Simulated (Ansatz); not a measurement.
## Calculated ¹⁷O NMR of the central transition for Ca2V2PbO8

Cell: a Materials Project structure (computed, not necessarily an observed phase), taken as it stands.

Space group R3m:H (No. 160); a = 5.7296, c = 19.3817 Å, γ = 120.00°.

```
site  Wyckoff  site symmetry       x       y       z
 Ca1       3a             3m  0.0000  0.0000  0.1948
 Ca2       3a             3m  0.0000  0.0000  0.9998
  V3       3a             3m  0.0000  0.0000  0.5962
  V4       3a             3m  0.0000  0.0000  0.4020
  Pb       3a             3m  0.0000  0.0000  0.8047
  O6       9b             .m  0.8325  0.1675  0.4322
  O9       9b             .m  0.1688  0.8312  0.5696
 O12       3a             3m  0.0000  0.0000  0.6838
 O13       3a             3m  0.0000  0.0000  0.3134
```

One atom of each set is listed; the run and its k-mesh use a cell of 13 atoms with edges of 7.26, 7.26, 7.26 Å.

All values are calculated (Ansatz; DFT, PBE, plane waves and PAW, scalar-relativistic, 420 eV cutoff, Γ-centred 4×4×4 k-points, Fermi–Dirac smearing 0.02 eV), not measured.

¹⁷O has I = 5/2 and Q = -25.58 mb (Pyykkö 2018); at 9.4 T its Larmor frequency is ν₀ = 54.3 MHz. Only the quadrupole interaction is simulated: positions count from each site's isotropic chemical shift, and J coupling is left out, as are shift anisotropy and dipolar coupling, which fast spinning averages.

Task: Give C_Q, η, the quadrupolar product P_Q = |C_Q|(1 + η²/3)^½, the second-order isotropic shift and the breadth of the pattern (fast magic-angle spinning) for each O site.

Result: 

| site | first shell | C_Q (MHz) | η | P_Q (MHz) | δ_QIS (ppm) | breadth (kHz) |
| --- | --- | --- | --- | --- | --- | --- |
| O6 | 1 V at 1.76 Å; also 2 Ca at 2.48–2.53 Å, 2 Pb at 2.96 Å | 1.33 | 0.39 | 1.36 | -3.77 | 0.473 |
| O9 | 1 V at 1.75 Å; also 3 Ca at 2.49–2.98 Å, 1 Pb at 2.51 Å | -1.33 | 0.80 | 1.47 | -4.40 | 0.542 |
| O12 | 1 V at 1.70 Å; also 1 Pb at 2.34 Å | -1.63 | 0.00 | 1.63 | -5.44 | 0.632 |
| O13 | 1 V at 1.72 Å; also 1 Ca at 2.30 Å | -0.948 | 0.00 | 0.948 | -1.83 | 0.213 |

δ_QIS = −(ν_Q²/30ν₀²)[I(I+1) − 3/4](1 + η²/3) × 10⁶ ppm with ν_Q = 3|C_Q|/[2I(2I−1)]; it falls as 1/B₀² in ppm, and the breadth as 1/B₀ in kHz.

An axis of threefold or higher order runs through O12 and O13, so V_zz lies along it and η is zero.

The largest force is 1.0 eV/Å, so the atoms aren't at the calculated equilibrium and relaxing them would move these values.
